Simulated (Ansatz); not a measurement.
**NbB2 (P6/mmm): electronic heat capacity and spin susceptibility from the density of states**

These are results of Ansatz 0.2.0, DFT r2SCAN, scalar-relativistic, plane waves, PAW, not measurements.

Settings: cutoff 500 eV, Γ-centred mesh 18×18×12 on the computed 3-atom cell, Gaussian smearing of 0.10 eV; no spin polarisation.

Relaxed cell: P6/mmm, a = 3.103 Å, b = 3.103 Å, c = 3.321 Å, α = 90.00°, β = 90.00°, γ = 120.00°, 3 atoms in the primitive cell. Whether it is the stable form of this composition wasn't checked.

The density of states at the Fermi level is 0.988 states/eV in the cell of 3 atoms (1 formula unit; both spins, tetrahedra on a 27×27×18 mesh).

Question: What Sommerfeld coefficient and Pauli susceptibility does this give?

Answer: Per formula unit N(E_F) = 0.988 states/eV. γ = (π²/3) k_B² N(E_F) N_A = 2.357 mJ/(mol K²) per state/eV, so γ = 2.3 mJ/(mol K²), a mole of formula units. χ_P = μ_B² N(E_F) N_A = 3.23×10⁻⁵ emu/mol per state/eV gives 3.2×10⁻⁵ emu/mol. This is the bare band result: a measured γ of the same phase is as a rule larger by a factor 1 + λ from phonons and spin fluctuations, the spin part of χ is larger by the Stoner factor, and a measured χ also holds orbital and core terms. N(E_F) at one energy is sensitive to the mesh where the density of states has sharp peaks.

Cost: 1 run of about 1.8 core-minutes, on Intel Xeon Processor @ 2.50GHz (Skylake/Cascade Lake) (shared hosts).